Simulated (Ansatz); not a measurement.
## W, one cell by several methods

```
W
1.0
    -0.04060    2.00970    2.00970
     2.00970   -0.04060    2.00970
     2.00970    2.00970   -0.04060
W
1
Direct
  0.00000 0.00000 0.00000
```

The geometry is COD entry 1534935, unchecked; take it as a test cell. The listed cell was then made from it by scaling, straining or moving an atom.

Spin–orbit coupling is left out, though it moves levels of the heavy atoms by tenths of an eV or more.

All numbers are computed: DFT, PBEsol, PAW with Ansatz's default frozen-core files, scalar-relativistic (Ansatz 0.2.0); DFT, PBEsol, all-electron PAW with datasets made for the crystal, scalar-relativistic (Ansatz 0.2.0); DFT, PBEsol, all-electron LAPW, scalar-relativistic (Ansatz 0.2.0).

For PAW: a Γ-centred 14×14×14 k mesh, Fermi–Dirac smearing of 0.05 eV, cutoff 420 eV, no spin polarisation; the PAW files were made with PBE, and the program remakes their frozen cores for this functional. The crystal-made all-electron datasets (AE datasets) take a cutoff of 300 eV at this cell. LAPW targets a basis error of 1 meV/atom. The Ansatz runs share mesh, smearing and spin set-up. Plane-wave (PAW) pressures include the program's estimate of the Pulay term.

Stress and pressure are positive in compression.

The change that made this cell: equal xy, yz and zx engineering shear strains of -2 %.

No spin–orbit coupling: at heavy atoms the gradients can be off by tens of per cent for that reason.

In a metal, gradients converge slowly with the k mesh: the values move by tens of per cent from one mesh to another, at times in sign, so only the comparison on one mesh counts.

| quantity | PAW | AE datasets | LAPW |
| --- | --- | --- | --- |
| pressure (GPa) | -12.32 | -12.21 | -12.21 |
| stress yz (GPa) | -2.79 | -2.80 | -2.80 |
| stress xz (GPa) | -2.79 | -2.80 | -2.80 |
| stress xy (GPa) | -2.79 | -2.80 | -2.80 |
| field gradient Vzz at W (10²¹ V/m²) | -2.01 | -2.04 | – |

PAW's pressure differs from the LAPW value by -0.10 GPa. Datasets made for the crystal and LAPW share parts of one code, so their agreement isn't an independent check.
